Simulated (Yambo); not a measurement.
Yambo run on BaCuSF (space group P4/nmm, No. 129). The wavefunctions are norm-conserving LDA (Quantum ESPRESSO, 92 Ry, no spin-orbit coupling) ones on a 4×4×1 mesh (42 occupied bands); a = b = 4.1299 Å, c = 9.1065 Å, α = β = γ = 90.00°.

Yambo input:

```
rim_cut
gw0
dyson
el_el_corr
HF_and_locXC
ppa
em1d
RandQpts= 1000000
RandGvec= 1 Ry
EXXRLvcs= 92 Ry
VXCRLvcs= 368 Ry
Chimod= "HARTREE"
% BndsRnXp
 9 | 112 |
%
NGsBlkXp= 3 Ry
% LongDrXp
 1.0 | 1.0 | 1.0 |
%
PPAPntXp= 27.2114 eV
% GbndRnge
 1 | 112 |
%
GTermKind= "none"
DysSolver= "n"
ExtendOut
% QPkrange
 1 | 1 | 42 | 43 |
%
```

k points by index: 1 = Γ.

Table of the .qp output:

```
#    K-point    Band    Eo [eV]    E [eV]    E-Eo [eV]    Vxc [eV]    Vnlxc [eV]    Sc|Eo [eV]    Sc|E [eV]    dSc/dw|Eo [eV]    Re(Z)    Im(Z)
#
    1    42    0.000000    -0.571939    -0.571939    -23.45291    -28.53385    4.334006    4.509002    -8.323298    0.765766    -0.001731
    1    43    1.480699    2.509987    1.029288    -13.94102    -10.04967    -2.626253    -2.862061    -6.233426    0.813618    -0.001377
```
(The two width columns are left out.) Convergence of these settings isn't established.

Geometry of the Materials Project entry, not relaxed at this level.

The structure is a Materials Project entry; no match was found in the copy of COD used, and its stability was not checked.
